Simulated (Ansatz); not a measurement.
## Guessed and relaxed cells of Lu4C3

The cell of Lu4C3 is invented: random cell by space group and Wyckoff sites (Pm-3m, No. 221). The dimensions are guesses.

start.cif

```cif
data_structure
_symmetry_space_group_name_H-M 'Pm-3m'
_symmetry_Int_Tables_number 221
_cell_length_a 5.1867
_cell_length_b 5.1867
_cell_length_c 5.1867
_cell_angle_alpha 90.000
_cell_angle_beta 90.000
_cell_angle_gamma 90.000
_cell_volume 139.53
loop_
_atom_site_label
_atom_site_type_symbol
_atom_site_symmetry_multiplicity
_atom_site_Wyckoff_symbol
_atom_site_fract_x
_atom_site_fract_y
_atom_site_fract_z
_atom_site_occupancy
Lu1 Lu 3 d 0.50000 0.00000 0.00000 1
Lu2 Lu 1 b 0.50000 0.50000 0.50000 1
C1 C 3 c 0.00000 0.50000 0.50000 1
```

These are results of Ansatz, DFT PBE, scalar-relativistic, plane waves, PAW, not measurements. Cutoff 420 eV, Gaussian smearing, Γ-centred meshes. Cell and atoms relax first on a coarse mesh and then on a finer one. In between, the cell is made exact in the group found at 0.06 Å. In metals the finer mesh still leaves noise of several meV/atom or more. The steps can't lower the symmetry of their start. No spin polarisation.

end.cif

```cif
data_structure
_symmetry_space_group_name_H-M 'Pm-3m'
_symmetry_Int_Tables_number 221
_cell_length_a 4.8884
_cell_length_b 4.8884
_cell_length_c 4.8884
_cell_angle_alpha 90.000
_cell_angle_beta 90.000
_cell_angle_gamma 90.000
_cell_volume 116.81
loop_
_atom_site_label
_atom_site_type_symbol
_atom_site_symmetry_multiplicity
_atom_site_Wyckoff_symbol
_atom_site_fract_x
_atom_site_fract_y
_atom_site_fract_z
_atom_site_occupancy
Lu1 Lu 3 d 0.50000 0.00000 0.00000 1
Lu2 Lu 1 b 0.50000 0.50000 0.50000 1
C1 C 3 c 0.00000 0.50000 0.50000 1
```

The symmetry stays Pm-3m (No. 221). The volume per atom shrinks by 16.3 %, from 19.9 to 16.7 Å³. The shortest distance goes from 2.59 Å (Lu–C) to 2.44 Å (Lu–C). The energy falls by about 0.18 eV/atom (the start's value is from the coarse mesh).

- Volume per atom: 16.69 Å³
- Density: 10.46 g/cm³
- Formation energy: −0.23 eV/atom
- Gap on the 8×8×8 mesh of the 7-atom cell: 0 eV (a metal)

The zero of energy is the elements' standard structures at the same level; no fitted shifts are applied. It lies below the elements, which doesn't yet make it stable against other compounds or structures.

The last run used Gaussian smearing of 0.10 eV. The reference form of C is held partly by dispersion forces, which this level lacks. A structure relaxed within its symmetry needn't be a true minimum. In all, the 3 runs took 2.9 min on 1 thread of Arm Neoverse V1, on a shared host.
